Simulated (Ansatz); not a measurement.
**Structure relaxation, As**

The start is a randomly generated symmetric cell of As (space group No. 31). A full variable-cell relaxation at zero pressure is run with r2SCAN (plane waves to 500 eV, PAW, scalar-relativistic; Ansatz, a first-principles code). The first steps use a coarse 4×5×7 k-mesh.

Starting cell:
```
CELL_PARAMETERS angstrom
      6.53041     0.00000     0.00000
      0.00000     4.57233     0.00000
      0.00000     0.00000     3.21493
ATOMIC_POSITIONS crystal
  As 0.00000 0.29892 0.89821
  As 0.50000 0.70108 0.39821
  As 0.00000 0.55858 0.43556
  As 0.50000 0.44142 0.93556
```

```json
{
 "initial_pressure": "+40 GPa (positive: the cell is compressed)",
 "largest_initial_force": "about 12.5 eV/Å, on As1, As2 (atoms numbered as listed)",
 "Shortest distances (start → end)": "The closest pairs of elements (up to four, under 3.6 Å), start → end: As–As 1.90 → 2.46 Å",
 "band_gap_at_the_end": "zero (metallic)",
 "optimiser_moves": "24"
}
```

It ends as:

```cif
data_As2
_chemical_formula_sum 'As2'
_space_group_name_H-M_alt 'Pmma'
_space_group_IT_number 51
_space_group_name_Hall '-P 2a 2a'
_cell_length_a 3.65546
_cell_length_b 2.83141
_cell_length_c 4.41611
_cell_angle_alpha 90.000
_cell_angle_beta 90.000
_cell_angle_gamma 90.000
loop_
_atom_site_label
_atom_site_type_symbol
_atom_site_symmetry_multiplicity
_atom_site_Wyckoff_symbol
_atom_site_fract_x
_atom_site_fract_y
_atom_site_fract_z
_atom_site_occupancy
As1 As 2 e 0.25000 0.00000 0.31340 1
```

Final values are on a 9×12×8 k-mesh of the relaxed cell. No spin polarisation in the result.

The run could not lose the symmetry of its start, so the end can be a saddle point.

The relaxed structure here is a generated cell of As: the first start was made by a random draw of sites in a space group, and the end was not matched to a known phase here, so it may be hypothetical. Known forms of As include space group No. 166.
